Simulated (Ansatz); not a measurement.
Ansatz 0.2.0, settings compared: PdAu₄

Input:

```yaml
crystal:
  lattice:
    - [-2.81420972, 2.81420972, 2.81420972]
    - [2.81420972, -2.81420972, 2.81420972]
    - [2.81420972, 2.81420972, -2.81420972]
  atoms:
    - { symbol: Pd, position: [0.0, 0.0, 0.0] }
    - { symbol: Au, position: [0.5, 0.5, 0.5] }
    - { symbol: Au, position: [0.5, 0.0, 0.0] }
    - { symbol: Au, position: [0.0, 0.0, 0.5] }
    - { symbol: Au, position: [0.0, 0.5, 0.0] }
  symmetry: { tolerance: 0.0003 }
kpoints:
  mp_grid: { grid: [5, 5, 5], shift: [0, 0, 0] }
magnetization:
  spin_polarized: false
scf:
  occupations: { method: fermi_dirac }
hamiltonian:
  pseudopotentials: { kind: paw }
  xc: r2scan
basis:
  ecutwfc: 500
output:
  forces: true
  stress: true
  eigenvalues: true
  write_density: true
  write_potential: true
  elf: true
  volumetric_format: npy
```

The command:

```bash
ansatz run input.yaml --threads 1 --pin off --max-ram 2560MiB --backend cpu --events-out ev --progress --plain --runs-dir out
```

Origin of the cell: a known structure type with other elements, at an estimated volume, so it need not be a known compound.

The smearing width isn't typed, so it takes its default of 0.1 eV.

Output of this run (shortened):

```
Pseudopotentials: kind: paw
Pseudopotential: Pd, paw, valence charge 18, recommended cutoff 500 eV (meta_gga), Pd.paw.azcp
Pseudopotential: Au, paw, valence charge 19, recommended cutoff 500 eV (meta_gga), Au.paw.azcp
Functional definition: r2SCAN
  exchange = r2scan_x(k0 = k0, k1 = k1, a1 = a1)
  correlation = r2scan_c
Crystal: 5 atoms, lattice volume = 89.152 Å³
Basis set: ecut = 500 eV, 2243 PW (Γ), exchange–correlation on 144×144×144 points (64 copies of the dense FFT grid, shifted against one another)
Bands: 57, of which v1, the nominal top of the filled ones, is band 47 counted from 1 (46 counted from 0)
Symmetry: 48 space group operations
Space group: Im-3m (ITA 229), of the structure as read, at distance tolerance 1.3e-3 Å
[… 7 lines left out …]
Initial density: superposition of atomic densities (neutral atoms: chi_scale 0, normalization atom), corrected by the library's trained network
Functional: x = r2scan, c = r2scan; τ floored in thin density (d = 2e-4 eV/Å³)
SCF iter   1: F=—  HF=-59636.677708 eV  Δρ=1.72e-2  dr2=2.32e-1  dr2_τ=7.29e-2  defer=14
SCF iter   2: F=—  HF=-59636.705793 eV  Δρ=1.65e-2  dr2=2.13e-1  dr2_τ=2.78e-2  defer=26
SCF iter   3: F=—  HF=-59636.642589 eV  Δρ=1.52e-3  dr2=1.90e-3  dr2_τ=1.70e-4  defer=26
SCF iter   4: F=—  HF=-59636.642707 eV  Δρ=2.82e-4  dr2=5.85e-5  dr2_τ=1.09e-5  defer=26
SCF iter   5: F=—  HF=-59636.642716 eV  Δρ=6.46e-5  dr2=3.07e-6  dr2_τ=5.92e-7  defer=26
SCF iter   6: F=—  HF=-59636.642717 eV  Δρ=2.09e-5  dr2=3.95e-7  dr2_τ=2.68e-8  defer=26
SCF iter   7: F=-59636.642717 eV  HF=-59636.642717 eV  Δρ=3.84e-6  dr2=2.06e-8  dr2_τ=1.22e-9
SCF 1 converged in 7 iterations: F = -59636.642717 eV  dr2 = 2.06e-8
SCF converged after 7 iterations
Free energy (F): -59636.642717 eV
Harris-Foulkes:  -59636.642717 eV  (|F-HF|=1.50e-8)
Internal energy: -59636.553780 eV  (E = F + TS)
E sigma→0 (E₀):  -59636.598248 eV
Entropy (-TS):   -0.088937 eV (-17.787 meV/atom)
Fermi energy:    18.252684 eV
--- Per-component energies (eV) ---
  E_band       = -1246.869098
  E_kinetic    = 2958.027818
  E_local      = -10458.984234  (includes V_loc(G=0)·N_el)
  E_nonlocal   = 519.560157
  E_hartree    = 4477.768407
  E_xc         = -1039.412780
  E_vxc        = -1470.222594  (∫ρ·V_xc dr)
  E_paw        = -42698.878472  (= ΣΔE_a)
  E_vpaw       = -1852.724727  (= ΣTr[D̂ρ^β])
  E_aug_tail   = 0.003066  (compensation charges beyond the density's cutoff)
  E_vtau       = 101.930101  (kinetic-family band-sum trace: ∫τ·v_τ [+ j·A + Jᵃ·Aᵃ] dr)
  E_ewald      = -13393.480359
  E_core_change = -1.157381  (= ΣΔE_core)
  E_smearing   = -0.088937  (= −TS)
  Σ components = -59636.642717   (vs F -59636.642717, Δ=0.00e0)
--- Forces (eV/Å), atoms counted from 1 ---
  atom   1  Pd    -0.000000     0.000000     0.000000
  atom   2  Au     0.000000    -0.000000     0.000000
  atom   3  Au     0.000000    -0.000000    -0.000000
  atom   4  Au     0.000000    -0.000000    -0.000000
  atom   5  Au     0.000000     0.000000     0.000000
  max |Σ_I F_I| component: 0.0 eV/Å
--- Stress (GPa, compression-positive) ---
       30.583801      -0.000000      -0.000000
        0.000000      30.583801      -0.000000
       -0.000000       0.000000      30.583801
  P = ⅓ Tr σ = 30.5838 GPa (305.838 kbar)
```

The same input was run again with these changes:

1. `scf.n_extra_bands` default → 2; `hamiltonian.xc` r2scan → pbesol
2. `scf.mixing.preconditioner` default → ldos; `hamiltonian.hubbard` default → { sites: [{ species: Au, l: d, u_eff: 4.0 }], double_counting: fll }
3. `scf.mixing.preconditioner` default → kerker; `kpoints.mp_grid.shift` [0, 0, 0] → [0.5, 0.5, 0.5]

```tsv
run	end	SCF iterations	P (GPa)	max force component (eV/Å)	moment (μB)	ΔE(σ→0) (meV/atom)
base	converged	7	30.58	0.000	–	0
1	converged	7	25.87	0.000	–	–
2	converged	7	33.15	0.000	–	–
3	converged	8	29.90	0.000	–	-45.56
```

Energies are compared only where functional, datasets, charge and starting cell are the same.

Caveats of the base run: no spin-orbit coupling, though heavy elements are present; the given cell is far from equilibrium, with atoms too close or a volume far off; the k mesh is coarse if the cell is a metal.

Time of the base run: 9.3 s on 1 thread of Arm Neoverse V1, on a shared host, peak memory 0.55 GiB, from the program's own first density.
